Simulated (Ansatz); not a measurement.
Ge3N4:
```yaml
crystal:
  lattice:
    - [8.12947, 0.00000, 0.00000]
    - [-4.06473, 7.04032, 0.00000]
    - [0.00000, 0.00000, 3.11407]
  atoms:
    - { symbol: Ge, position: [0.82909, 0.23534, 0.75000] }
    - { symbol: Ge, position: [0.17091, 0.76466, 0.25000] }
    - { symbol: Ge, position: [0.59374, 0.82909, 0.25000] }
    - { symbol: Ge, position: [0.40626, 0.17091, 0.75000] }
    - { symbol: Ge, position: [0.76466, 0.59374, 0.75000] }
    - { symbol: Ge, position: [0.23534, 0.40626, 0.25000] }
    - { symbol: N, position: [0.66667, 0.33333, 0.75000] }
    - { symbol: N, position: [0.33333, 0.66667, 0.25000] }
    - { symbol: N, position: [0.66953, 0.97251, 0.75000] }
    - { symbol: N, position: [0.33047, 0.02749, 0.25000] }
    - { symbol: N, position: [0.69703, 0.66953, 0.25000] }
    - { symbol: N, position: [0.30297, 0.33047, 0.75000] }
    - { symbol: N, position: [0.02749, 0.69703, 0.75000] }
    - { symbol: N, position: [0.97251, 0.30297, 0.25000] }
```

Relaxed with PBE. Special points in fractions of this cell's reciprocal vectors: Γ (0.000, 0.000, 0.000); M (0.500, 0.000, 0.000); K (0.333, 0.333, 0.000); A (0.000, 0.000, 0.500); L (0.500, 0.000, 0.500); H (0.333, 0.333, 0.500).

Problem. List the band energies nearest the valence-band maximum at these points for DFT-PBE in the program Ansatz with PAW potentials.

Solution. In eV from the valence-band maximum; about four levels below and three above (degenerate sets whole), none deeper than 8.9 eV; points with the same levels are listed once.

```
k                                below                above
-  -----------------------------------  -------------------
Γ         -0.85 -0.85 -0.44 -0.22 0.00       1.82 3.25 3.25
M              -1.06 -0.50 -0.11 -0.05       2.99 3.20 3.70
K              -0.80 -0.80 -0.08 -0.08       3.34 3.52 3.52
A  -1.16 -1.16 -1.16 -1.16 -1.16 -1.16  4.23 4.23 4.23 4.23
L              -1.09 -1.09 -0.85 -0.85  3.70 3.70 4.85 4.85
H              -0.99 -0.99 -0.92 -0.92  3.79 3.79 4.83 4.83
```

Space group P6_3/m. Symmetry was held in the PBE relaxation. Spin–orbit coupling is left out wherever it is not named.

Potentials: the later of the program's two PAW sets.
